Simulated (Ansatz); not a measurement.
MgO:
```yaml
crystal:
  lattice:
    - [3.22572, 0.00000, 0.00000]
    - [-1.61286, 2.79356, 0.00000]
    - [0.00000, 0.00000, 15.30533]
  atoms:
    - { symbol: Mg, position: [0.66667, 0.33333, 0.64816] }
    - { symbol: Mg, position: [0.66667, 0.33333, 0.97935] }
    - { symbol: Mg, position: [0.33333, 0.66667, 0.81375] }
    - { symbol: Mg, position: [0.33333, 0.66667, 0.48195] }
    - { symbol: Mg, position: [0.33333, 0.66667, 0.14754] }
    - { symbol: Mg, position: [0.00000, 0.00000, 0.31375] }
    - { symbol: O, position: [0.66667, 0.33333, 0.85162] }
    - { symbol: O, position: [0.66667, 0.33333, 0.52040] }
    - { symbol: O, position: [0.33333, 0.66667, 0.01851] }
    - { symbol: O, position: [0.33333, 0.66667, 0.68603] }
    - { symbol: O, position: [0.33333, 0.66667, 0.35293] }
    - { symbol: O, position: [0.00000, 0.00000, 0.18599] }
```

Relaxed with LDA. Special points in fractions of this cell's reciprocal vectors: Γ (0.000, 0.000, 0.000); M (0.500, 0.000, 0.000); K (0.333, 0.333, 0.000); A (0.000, 0.000, 0.500); L (0.500, 0.000, 0.500); H (0.333, 0.333, 0.500).

Problem. List the band energies nearest the valence-band maximum at these points for plane-wave PAW LDA (Ansatz code).

Solution. In eV from the valence-band maximum; about four levels below and three above (degenerate sets whole), none deeper than 8.9 eV; points with the same levels are listed once.

```tsv
k	below	above
Γ	-0.24 -0.24 -0.15 -0.15 0.00	3.66 5.00 5.04
M	-0.54 -0.51 -0.43 -0.32	6.75 6.92 7.58
K	-0.63 -0.51 -0.42 -0.41	7.83 7.95 8.32
A	-0.24 -0.24 -0.15 -0.15	4.03 4.14 6.05
L	-0.57 -0.43 -0.38 -0.34	6.70 6.98 7.59
H	-0.80 -0.80 -0.62 -0.43 -0.31	7.83 7.94 8.33
```

Space group P3m1. The workflow started from a Materials Project entry (that database holds measured and hypothetical structures alike); the Crystallography Open Database copy checked does not list it. It is not the phase usual at ambient conditions (space group No. 225). Symmetry was held in the LDA relaxation; phonons on a q-mesh show no instability.

Potentials: the later of the program's two PAW sets.
